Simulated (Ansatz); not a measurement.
A single-point calculation of Ga4AsN3 as one 8-atom ordering (Cm) on the zincblende lattice with Ansatz, at the level HSE06. The cell was relaxed beforehand with r2SCAN.

Input file:
```yaml
crystal:
  lattice:
    - [5.6204477498, -1.6922127084, -0.0176155747]
    - [5.6204477498, 1.6922127084, -0.0176155747]
    - [-1.0401161836, 0.0, 5.7922134053]
  atoms:
    - { symbol: "N", position: [0.0074524727, 0.0074524727, 0.0184190953] }
    - { symbol: "N", position: [0.4924300928, 0.4924300928, 0.4837433153] }
    - { symbol: "N", position: [0.748473295, 0.748473295, 0.2489254185] }
    - { symbol: As, position: [0.2537048841, 0.2537048841, 0.7522818213] }
    - { symbol: Ga, position: [0.4659534455, 0.4659534455, 0.8229527005] }
    - { symbol: Ga, position: [0.9292484312, 0.9292484312, 0.3106254989] }
    - { symbol: Ga, position: [0.1844018076, 0.1844018076, 0.0991639785] }
    - { symbol: Ga, position: [0.668335571, 0.668335571, 0.5138881716] }
kpoints:
  mp_grid: { grid: [4, 4, 4] }
  band_path:
    path:
      - [0.0, 0.0, 0.0]
      - [-0.2734196415, 0.2734196415, 0.0]
      - [0.2734196415, 0.7265803585, 0.0]
      - [0.5, 0.5, 0.0]
      - [0.5, 0.5, -0.5]
      - [0.2653750239, 0.7346249761, -0.5]
      - [-0.2653750239, 0.2653750239, -0.5]
      - [0.0, 0.0, -0.5]
      - [0.0, 0.5, -0.5]
      - [0.0, 0.1, 0.0]
      - [0.0, 0.0, -0.2]
    npoints: 1
hamiltonian:
  xc: hse06
scf:
  occupations: { method: fermi_dirac, width: 0.02 }
  n_extra_bands: 6
output:
  forces: true
  stress: true
  eigenvalues: true
```

Command: `ansatz run input.yaml --threads 4 --pin off --max-ram 6451MiB --backend cpu --events-out ev --progress --plain --runs-dir out`. Wall time 6.3 min on 4 threads of Arm Neoverse N1, on a shared host; peak host memory 2.9 GiB.

Output, abridged:
```
scf.n_extra_bands = 6 over 41 filled bands (N_el = 82.0): the run solves 47 bands
Functional definition: HSE06
Crystal: 8 atoms, lattice volume = 110.117 Å³
Basis set: ecut = 420 eV, 2159 PW (Γ)
Symmetry: 2 space group operations
Space group: Cm (ITA 8)
k-points: 24 of 64 (time reversal used)
Exchange kernel: α = 0.2500, screened, ω = 0.2079 Å⁻¹, Wigner–Seitz truncation, v(0) = 1034.3165 eV·Å³, q-mesh 4×4×4
preconditioner: auto → none  [σ=0.020 eV  ℏωp=30.0 eV]
hybrid outer 1: dexx = +4.178e-2 eV, tail = 1.73e-4 eV
hybrid outer 2: dexx = +3.583e-6 eV, tail = 8.27e-8 eV, Δε = 4.24e-3 eV, ΔF = 4.32e-3 eV/Å
hybrid outer 3: dexx = +3.232e-9 eV, tail = 4.51e-9 eV, Δε = 8.70e-5 eV, ΔF = 1.22e-4 eV/Å
hybrid SCF converged: 3 outer / 13 inner (+9 warm-up)
Free energy (F): -21144.482648 eV
Internal energy: -21144.481287 eV  (E = F + TS)
E sigma→0 (E₀):  -21144.481967 eV
Entropy (-TS):   -0.001362 eV (-0.170 meV/atom)
Fermi energy:    10.746739 eV
--- Forces (eV/Å), atoms counted from 1 ---
  atom   1  N       0.00224      0.00000    -0.02428
  atom   2  N       0.00611      0.00000      0.02938
  atom   3  N     -0.00586      0.00000      0.01254
  atom   4  As      0.01944      0.00000      0.03279
  atom   5  Ga      0.09119      0.00000      0.02251
  atom   6  Ga      0.01994      0.00000    -0.00115
  atom   7  Ga    -0.05663      0.00000      0.06013
  atom   8  Ga    -0.07645      0.00000    -0.13193
--- Stress (GPa, compression-positive) ---
        0.133488       0.000000       0.036275
        0.000000       0.545258       0.000000
        0.036275       0.000000       0.177072
  P = ⅓ Tr σ = 0.2853 GPa (2.853 kbar)
```

The file bands.tsv (bands near the Fermi energy, numbered from 0, rounded):
```tsv
# k_distance	band_36	band_37	band_38	band_39	band_40	band_41	band_42	band_43	band_44
# fermi_ev = 10.746738
# [0, 0, 0] at k_distance = 0.000000
# [-0.2734196415, 0.2734196415, 0] at k_distance = 1.015207
# [0.2734196415, 0.7265803585, 0] at k_distance = 1.609444
# [0.5, 0.5, 0] at k_distance = 2.450737
# [0.5, 0.5, -0.5] at k_distance = 2.993427
# [0.2653750239, 0.7346249761, -0.5] at k_distance = 3.864590
# [-0.2653750239, 0.2653750239, -0.5] at k_distance = 4.444165
# [0, 0, -0.5] at k_distance = 5.429503
# [0, 0.5, -0.5] at k_distance = 6.400258
# [0, 0.1, 0] at k_distance = 7.323981
# [0, 0, -0.2] at k_distance = 7.622733
# levels_relative_to = fermi_ev
0.000	-3.509	-3.314	-2.167	-1.589	-0.365	-0.035	1.862	3.368	4.684
1.015	-5.274	-5.049	-4.218	-3.877	-2.734	2.867	3.400	4.071	4.337
1.609	-5.274	-5.049	-4.218	-3.877	-2.734	2.867	3.400	4.071	4.337
2.451	-3.401	-3.387	-2.967	-1.721	-0.006	0.979	1.767	1.838	3.785
2.993	-4.097	-3.866	-3.491	-3.253	-0.224	2.233	2.550	3.286	4.421
3.865	-4.693	-4.649	-3.558	-3.480	-2.410	1.814	1.982	2.905	3.763
4.444	-4.693	-4.649	-3.558	-3.480	-2.410	1.814	1.982	2.905	3.763
5.430	-4.159	-3.740	-3.538	-2.530	-0.401	2.340	2.399	3.586	4.258
6.400	-4.782	-4.601	-3.544	-2.933	-2.360	1.183	2.291	2.807	3.792
7.324	-3.919	-3.597	-2.306	-1.726	-1.037	0.327	2.275	3.800	4.901
7.623	-4.191	-3.430	-2.615	-2.229	-0.163	0.525	2.319	3.396	4.905
```
In order the rows are Γ, C, C₂, Y₂, M₂, D, D₂, A, L₂, Γ–V₂ (0.20), A–Γ (0.60).

With HSE06 the bands overlap by 0.03 eV (counted from 1, band 41 peaks at Y₂ and band 42 bottoms out at Γ): no gap. (A hybrid can keep a metallic filling that it started from; no other start was tried.) Edges are sought over the mesh and the listed points. The mean pressure at these positions is +0.3 GPa, compression counted positive. The stress of a hybrid is loosely converged here. The largest force is 0.15 eV/Å.

Note: simulated data, non-magnetic, for a generated structure that need not be the stable one.

The runs are scalar-relativistic, without spin-orbit coupling.

The meshes of the hybrids are coarse, so their gaps aren't converged to the digits shown.
